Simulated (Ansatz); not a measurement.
Input:

BeTe:
Space group F-43m (No. 216); a = 5.554 Å, b = 5.554 Å, c = 5.554 Å, α = 90.00°, β = 90.00°, γ = 90.00°

```tsv
atom	site	symmetry	x	y	z
Be	4a	-43m	0.0000	0.0000	0.0000
Te	4d	-43m	0.7500	0.7500	0.7500
```
(The calculation used a cell of 2 atoms; values per cell refer to that cell.)

This is the LDA-relaxed structure.

Q: All from plane-wave PAW LDA (Ansatz code), unless another level is named. Estimate the hole effective mass, band 2 of 3 at the edge.

A: 0.32 along [100], 0.32 along [110], 0.78 along [111] (mₑ).

Q: Predict the electron effective mass.

A: 0.25, 0.25, 1.3 mₑ (principal values).

Q: Next, the band gap?

A: 1.79 eV (indirect).

Q: What about the conduction-band minimum?

A: at X (3 equivalent valleys).

The cell was relaxed with LDA under the symmetry of its start. Spin–orbit coupling is left out wherever it is not named.

Potentials: the earlier of the program's two PAW sets. The files were generated under PBE; for other functionals the program regenerates the frozen cores, and for LDA and PBEsol the local potential too.
